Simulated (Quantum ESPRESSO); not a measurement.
PtTa2In3AgRh, input and log of a self-consistent run

Computed values, not a measurement. The program is pw.x of Quantum ESPRESSO 7.5 (plane-wave density functional theory). The cell is made up: eight metal atoms on a face-centred cubic lattice, with elements, volume, strain and displacements drawn at random and not relaxed, so it may be unstable or far from any real phase. PseudoDojo standard norm-conserving files set the functional (PBE unless stated); there is no spin polarisation or spin-orbit coupling, the Fermi-Dirac width of 0.25 eV means electrons at about 2900 K, and the masses in the input are unused placeholders. Heavy elements are run without spin-orbit coupling, which real alloys of them have. A spin test at this wide smearing found no moment, but such smearing suppresses magnetism that the real alloy may have.

Input:

```
&control calculation='scf', pseudo_dir='./dojo.nc.sr.pbe.v0_5.standard.upf', outdir='./o', disk_io='minimal', tprnfor=.true., tstress=.true. /
&system ibrav=0, nat=8, ntyp=5, nbnd=73, ecutwfc=87.97787729, nosym=.true., tot_charge=0,
 occupations='smearing', smearing='fd', degauss=0.0183746611
/
&electrons conv_thr=1.470e-08, electron_maxstep=70, mixing_beta=0.5 /
ATOMIC_SPECIES
Ag 1.0 Ag.upf
In 1.0 In.upf
Pt 1.0 Pt.upf
Rh 1.0 Rh.upf
Ta 1.0 Ta.upf
CELL_PARAMETERS angstrom
-4.2142 -0.0369 -0.0066
-0.0304 -4.246 4.3431
0.0586 6.2275 2.0301
ATOMIC_POSITIONS angstrom
Pt 0.0328 0.0324 0.0574
Ta -0.0374 1.9681 2.1129
In 0.1876 -2.1134 2.2329
In 0.0495 -0.0388 4.2467
Ag -2.1138 4.1267 2.023
In -1.995 -0.0051 2.1685
Rh -2.1331 1.9657 4.262
Ta -2.0153 -2.199 4.2548
K_POINTS automatic
6 4 4 1 1 1
```

The log is shortened where brackets say so; the opening notice, blank lines, dates and the lines on written files are dropped, and the path of the files is cut. It prints rydbergs, bohrs and kilobars, and counts compression as positive stress. Its total energy is the free energy E - TS of the whole cell.

```
     Program PWSCF v.7.5
     Parallel version (MPI & OpenMP), running on       4 processor cores
     Number of MPI processes:                 4
     Threads/MPI process:                     1
     [start-up lines left out]
     bravais-lattice index     =            0
     lattice parameter (alat)  =       7.9640  a.u.
     unit-cell volume          =    1014.2310 (a.u.)^3
     number of atoms/cell      =            8
     number of atomic types    =            5
     number of electrons       =       119.00
     number of Kohn-Sham states=           73
     kinetic-energy cutoff     =      87.9779  Ry
     charge density cutoff     =     351.9115  Ry
     scf convergence threshold =      1.5E-08
     mixing beta               =       0.5000
     number of iterations used =            8  plain     mixing
     Exchange-correlation= PBE
                           (   1   4   3   4   0   0   0)
     [axes and pseudopotential details left out]
   Cartesian axes
     site n.     atom                  positions (alat units)
         1        Pt     tau(   1) = (   0.0077829   0.0076880   0.0136201  )
         2        Ta     tau(   2) = (  -0.0088744   0.4669978   0.5013565  )
         3        In     tau(   3) = (   0.0445144  -0.5014751   0.5298305  )
         4        In     tau(   4) = (   0.0117455  -0.0092066   1.0076722  )
         5        Ag     tau(   5) = (  -0.5015700   0.9791981   0.4800247  )
         6        In     tau(   6) = (  -0.4733807  -0.0012101   0.5145494  )
         7        Rh     tau(   7) = (  -0.5061496   0.4664283   1.0113026  )
         8        Ta     tau(   8) = (  -0.4781976  -0.5217866   1.0095942  )
     number of k points=    48  Fermi-Dirac smearing, width (Ry)=  0.0184
                       cart. coord. in units 2pi/alat
        k(    1) = (  -0.0838848   0.0349069   0.1548342), wk =   0.0416667
        k(    2) = (  -0.0852047   0.1632143   0.2802638), wk =   0.0416667
     [further k points left out]
     Dense  grid:   113123 G-vectors     FFT dimensions: (  48,  72,  75)
     Estimated max dynamical RAM per process >     405.63 MB
     Estimated total dynamical RAM >       1.50 GB
     Initial potential from superposition of free atoms
     starting charge     118.9852, renormalised to     119.0000
     Starting wfcs are   77 randomized atomic wfcs
     total cpu time spent up to now is        5.3 secs
     per-process dynamical memory:   312.3 Mb
     Self-consistent Calculation
     iteration #  1     ecut=    87.98 Ry     beta= 0.50
     Davidson diagonalization with overlap
     ethr =  1.00E-02,  avg # of iterations =  3.9
     Threshold (ethr) on eigenvalues was too large:
     Diagonalizing with lowered threshold
     Davidson diagonalization with overlap
     ethr =  7.59E-04,  avg # of iterations =  1.7
     total cpu time spent up to now is       27.2 secs
     total energy              =   -1464.45919762 Ry
     estimated scf accuracy    <       0.95406679 Ry
     iteration #  2     ecut=    87.98 Ry     beta= 0.50
     Davidson diagonalization with overlap
     ethr =  8.02E-04,  avg # of iterations =  3.3
     total cpu time spent up to now is       39.6 secs
     total energy              =   -1464.49509232 Ry
     estimated scf accuracy    <       3.30800218 Ry
     iteration #  3     ecut=    87.98 Ry     beta= 0.50
     Davidson diagonalization with overlap
     ethr =  8.02E-04,  avg # of iterations =  2.1
     total cpu time spent up to now is       51.1 secs
     total energy              =   -1464.77891524 Ry
     estimated scf accuracy    <       1.13244003 Ry
     iteration #  4     ecut=    87.98 Ry     beta= 0.50
     Davidson diagonalization with overlap
     ethr =  8.02E-04,  avg # of iterations =  1.7
     total cpu time spent up to now is       61.0 secs
     total energy              =   -1464.89095055 Ry
     estimated scf accuracy    <       0.20605031 Ry
     iteration #  5     ecut=    87.98 Ry     beta= 0.50
     Davidson diagonalization with overlap
     ethr =  1.73E-04,  avg # of iterations =  2.0
     total cpu time spent up to now is       71.0 secs
     total energy              =   -1464.90572959 Ry
     estimated scf accuracy    <       0.03484290 Ry
     [iterations 6 to 10 left out]
     iteration # 11     ecut=    87.98 Ry     beta= 0.50
     Davidson diagonalization with overlap
     ethr =  9.24E-09,  avg # of iterations =  2.4
     total cpu time spent up to now is      137.5 secs
     total energy              =   -1464.91216323 Ry
     estimated scf accuracy    <       0.00000086 Ry
     iteration # 12     ecut=    87.98 Ry     beta= 0.50
     Davidson diagonalization with overlap
     ethr =  7.26E-10,  avg # of iterations =  4.4
     total cpu time spent up to now is      149.9 secs
     total energy              =   -1464.91216339 Ry
     estimated scf accuracy    <       0.00000014 Ry
     iteration # 13     ecut=    87.98 Ry     beta= 0.50
     Davidson diagonalization with overlap
     ethr =  1.19E-10,  avg # of iterations =  2.4
     total cpu time spent up to now is      161.3 secs
     total energy              =   -1464.91216342 Ry
     estimated scf accuracy    <       0.00000003 Ry
     iteration # 14     ecut=    87.98 Ry     beta= 0.50
     Davidson diagonalization with overlap
     ethr =  2.72E-11,  avg # of iterations =  2.4
     total cpu time spent up to now is      172.7 secs
     total energy              =   -1464.91216343 Ry
     estimated scf accuracy    <       0.00000003 Ry
     iteration # 15     ecut=    87.98 Ry     beta= 0.50
     Davidson diagonalization with overlap
     ethr =  2.19E-11,  avg # of iterations =  1.6
     total cpu time spent up to now is      182.8 secs
     End of self-consistent calculation
     [lines on levels left out]
!    total energy              =   -1464.91216343 Ry
     estimated scf accuracy    <          4.6E-09 Ry
     smearing contrib. (-TS)   =      -0.08674231 Ry
     internal energy E=F+TS    =   -1464.82542111 Ry
     The total energy is F=E-TS. E is the sum of the following terms:
     one-electron contribution =    -409.34253603 Ry
     hartree contribution      =     283.26613199 Ry
     xc contribution           =    -311.21169259 Ry
     ewald contribution        =   -1027.53732448 Ry
     convergence has been achieved in  15 iterations
     Forces acting on atoms (cartesian axes, Ry/au):
     atom    1 type  3   force =    -0.00414295    0.03362321    0.00900643
     atom    2 type  5   force =     0.02860878    0.06488515   -0.02923734
     atom    3 type  2   force =    -0.02950216   -0.05468379   -0.04296126
     atom    4 type  2   force =    -0.00168182    0.02886152    0.07576270
     atom    5 type  1   force =     0.01284745   -0.00976049    0.00571569
     atom    6 type  2   force =    -0.02152815   -0.00679507   -0.03752683
     atom    7 type  4   force =     0.01700019    0.01262525   -0.01242927
     atom    8 type  5   force =    -0.00160135   -0.06875578    0.03166989
     Total force =     0.167156     Total SCF correction =     0.000201
     Computing stress (Cartesian axis) and pressure
          total   stress  (Ry/bohr**3)                   (kbar)     P=       -8.39
  -0.00011406  -0.00001852   0.00003557          -16.78       -2.73        5.23
  -0.00001852   0.00009782   0.00005206           -2.73       14.39        7.66
   0.00003557   0.00005206  -0.00015483            5.23        7.66      -22.78
     init_run     :      5.05s CPU      5.22s WALL (       1 calls)
     electrons    :    174.05s CPU    177.49s WALL (       1 calls)
     forces       :      1.92s CPU      1.94s WALL (       1 calls)
     stress       :      6.73s CPU      6.87s WALL (       1 calls)
     [timing details left out]
     PWSCF        :   3m 7.87s CPU   3m11.69s WALL
     JOB DONE.
```

In other units: free energy -19931.145 eV for the cell, pressure -0.84 GPa, largest force component 1.948 eV/Å in size. The run took 193 s of wall time with four MPI processes on a shared machine (AMD EPYC, Zen 5, virtual cores), so the time is rough. A rerun of this cell at a higher cutoff and on a denser mesh moved values by no more than 0.002 eV in energy, 0.03 GPa in stress and 0.004 eV/Å in force, and a second program with other atomic files agreed on that cell to 2 % rms in force and 0.5 GPa in pressure.